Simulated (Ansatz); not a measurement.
Ge (diamond), relaxed with r²SCAN (Ansatz, a quantum-chemistry and plane-wave program, plane waves, PAW): a = b = c = 5.6717 Å, α = β = γ = 90.00°.

```
Property  Result
--------  ------
gap (eV)    0.37
```

The same phase is relaxed and computed with r²SCAN+D4 in the same code. What are the cell and these values now?

a = b = c = 5.6539 Å, α = β = γ = 90.00°.

gap (eV): 0.46

All cells were relaxed under the symmetry of their starts (and spin orders); stability against distortions was not tested throughout. Scalar-relativistic: spin–orbit coupling is off unless named, which matters more the heavier the elements.

Potentials: the earlier of the program's two PAW sets.

Ansatz is a plane-wave DFT program.
